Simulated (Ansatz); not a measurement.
Geometry optimisation in Ansatz: input, command and trajectory.

```yaml
crystal:
  lattice:
    - [3.8076313362, 0.0, 0.0]
    - [0.0, 4.1959537158, 0.0]
    - [0.0, 0.0, 6.1206942326]
  atoms:
    - { symbol: Rb, position: [0.0, 0.0, 0.1597778787] }
    - { symbol: Os, position: [0.2292826215, 0.5, 0.6666666667] }
    - { symbol: Os, position: [0.7707173785, 0.5, 0.6666666667] }
    - { symbol: Os, position: [0.5, 0.0, 0.4224345016] }
basis:
  ecutwfc: 420
kpoints:
  mp_grid: { grid: [4, 4, 4] }
hamiltonian:
  xc: pbe
scf:
  occupations: { method: gaussian, width: 0.1 }
  lower_state_search: "off"
output:
  forces: true
  stress: true
  eigenvalues: true
relax:
  adjacent_minimum: "off"
  f_tol: 0.04
  max_steps: 70
  cell: { stress_tol: 0.4 }
```

```bash
ansatz run input.yaml --threads 1 --pin off --max-ram 2560MiB --backend cpu --events-out ev --progress --plain --runs-dir out
```

Theory: DFT PBE, scalar-relativistic, plane waves, PAW in Ansatz.

Of 16 frames 10 are shown, positions in Å and forces in eV/Å; the SCF threshold varies from step to step. Steps run on the plane waves of an earlier cell, with a Pulay correction in the pressure. The basis is chosen afresh for the last frame, the zero of the energies, and at times for earlier ones too; energy and pressure step there, also at an unchanged geometry. Here that happened at step 12 (-62 meV/atom, 2.8 GPa); the frames before carry an error of that size.

```xyz
4
Lattice="3.8076 0.0000 0.0000 0.0000 4.1960 0.0000 0.0000 0.0000 6.1207" Properties=species:S:1:pos:R:3:forces:R:3 pbc="T T T" step=1 free_energy_over_end_meV_per_atom=3578.05 pressure_GPa=55.35
Rb    0.0000    0.0000    0.9780    0.0000    0.0000   -2.3890
Os    0.8730    2.0980    4.0805   27.6656    0.0000   -1.2618
Os    2.9346    2.0980    4.0805  -27.6656    0.0000   -1.2618
Os    1.9038    0.0000    2.5856    0.0000    0.0000    4.9126
4
Lattice="4.1788 0.0000 0.0000 0.0000 4.1473 0.0000 0.0000 0.0000 6.1054" Properties=species:S:1:pos:R:3:forces:R:3 pbc="T T T" step=3 free_energy_over_end_meV_per_atom=1211.08 pressure_GPa=19.11
Rb    0.0000    0.0000    0.9150    0.0000    0.0000   -1.4937
Os    1.0556    2.0736    4.0201   -3.1152    0.0000   -1.4090
Os    3.1232    2.0736    4.0201    3.1152    0.0000   -1.4090
Os    2.0894    0.0000    2.7400    0.0000    0.0000    4.3118
4
Lattice="4.3664 0.0000 0.0000 0.0000 4.0915 0.0000 0.0000 0.0000 6.1002" Properties=species:S:1:pos:R:3:forces:R:3 pbc="T T T" step=4 free_energy_over_end_meV_per_atom=570.52 pressure_GPa=11.28
Rb    0.0000    0.0000    0.8613    0.0000    0.0000   -1.1141
Os    1.0890    2.0457    3.9602   -1.9093    0.0000   -0.8784
Os    3.2774    2.0457    3.9602    1.9093    0.0000   -0.8784
Os    2.1832    0.0000    2.9035    0.0000    0.0000    2.8709
4
Lattice="4.7229 0.0000 0.0000 0.0000 3.8288 0.0000 0.0000 0.0000 6.3062" Properties=species:S:1:pos:R:3:forces:R:3 pbc="T T T" step=6 free_energy_over_end_meV_per_atom=108.81 pressure_GPa=3.35
Rb    0.0000    0.0000    0.7313    0.0000    0.0000   -0.0886
Os    1.1394    1.9144    4.0757   -0.5871    0.0000    0.0383
Os    3.5835    1.9144    4.0757    0.5871    0.0000    0.0383
Os    2.3614    0.0000    3.1971    0.0000    0.0000    0.0118
4
Lattice="4.8355 0.0000 0.0000 0.0000 3.7802 0.0000 0.0000 0.0000 6.3493" Properties=species:S:1:pos:R:3:forces:R:3 pbc="T T T" step=8 free_energy_over_end_meV_per_atom=88.49 pressure_GPa=0.37
Rb    0.0000    0.0000    0.7173    0.0000    0.0000    0.0365
Os    1.1517    1.8901    4.0990   -0.2458    0.0000    0.0250
Os    3.6838    1.8901    4.0990    0.2458    0.0000    0.0250
Os    2.4178    0.0000    3.2470    0.0000    0.0000   -0.0866
4
Lattice="4.8442 0.0000 0.0000 0.0000 3.7973 0.0000 0.0000 0.0000 6.2990" Properties=species:S:1:pos:R:3:forces:R:3 pbc="T T T" step=9 free_energy_over_end_meV_per_atom=87.57 pressure_GPa=-0.13
Rb    0.0000    0.0000    0.7266    0.0000    0.0000   -0.0021
Os    1.1482    1.8986    4.0605    0.0355    0.0000   -0.0191
Os    3.6960    1.8986    4.0605   -0.0355    0.0000   -0.0191
Os    2.4221    0.0000    3.2183    0.0000    0.0000    0.0401
4
Lattice="4.8447 0.0000 0.0000 0.0000 3.7973 0.0000 0.0000 0.0000 6.2834" Properties=species:S:1:pos:R:3:forces:R:3 pbc="T T T" step=11 free_energy_over_end_meV_per_atom=87.51 pressure_GPa=0.01
Rb    0.0000    0.0000    0.7241    0.0000    0.0000    0.0004
Os    1.1484    1.8986    4.0502    0.0079    0.0000    0.0008
Os    3.6963    1.8986    4.0502   -0.0079    0.0000    0.0008
Os    2.4224    0.0000    3.2117    0.0000    0.0000   -0.0021
4
Lattice="4.9347 0.0000 0.0000 0.0000 3.7651 0.0000 0.0000 0.0000 6.3185" Properties=species:S:1:pos:R:3:forces:R:3 pbc="T T T" step=13 free_energy_over_end_meV_per_atom=7.74 pressure_GPa=1.32
Rb    0.0000    0.0000    0.7406    0.0000    0.0000    0.0149
Os    1.1617    1.8826    4.0616    0.1108    0.0000   -0.0120
Os    3.7730    1.8826    4.0616   -0.1108    0.0000   -0.0120
Os    2.4673    0.0000    3.2396    0.0000    0.0000    0.0089
4
Lattice="5.0272 0.0000 0.0000 0.0000 3.7228 0.0000 0.0000 0.0000 6.3411" Properties=species:S:1:pos:R:3:forces:R:3 pbc="T T T" step=14 free_energy_over_end_meV_per_atom=0.50 pressure_GPa=0.25
Rb    0.0000    0.0000    0.7746    0.0000    0.0000   -0.0169
Os    1.1774    1.8614    4.0603   -0.0478    0.0000    0.0130
Os    3.8498    1.8614    4.0603    0.0478    0.0000    0.0130
Os    2.5136    0.0000    3.2515    0.0000    0.0000   -0.0096
4
Lattice="5.0535 0.0000 0.0000 0.0000 3.7124 0.0000 0.0000 0.0000 6.3227" Properties=species:S:1:pos:R:3:forces:R:3 pbc="T T T" step=16 free_energy_over_end_meV_per_atom=0.00 pressure_GPa=-0.02
Rb    0.0000    0.0000    0.7625    0.0000    0.0000    0.0219
Os    1.1795    1.8562    4.0509    0.0045    0.0000   -0.0081
Os    3.8740    1.8562    4.0509   -0.0045    0.0000   -0.0081
Os    2.5268    0.0000    3.2473    0.0000    0.0000   -0.0057
```

The start is a random arrangement. At the end the space group is Pmm2 (tolerance 0.05 Å).

The run took 66 s on 1 thread of Intel(R) Xeon(R) 6975P-C (Granite Rapids), on a shared host, peak memory 0.41 GiB.

The k mesh is coarse. Spin–orbit coupling is left out, which can shift energies with elements as heavy as these.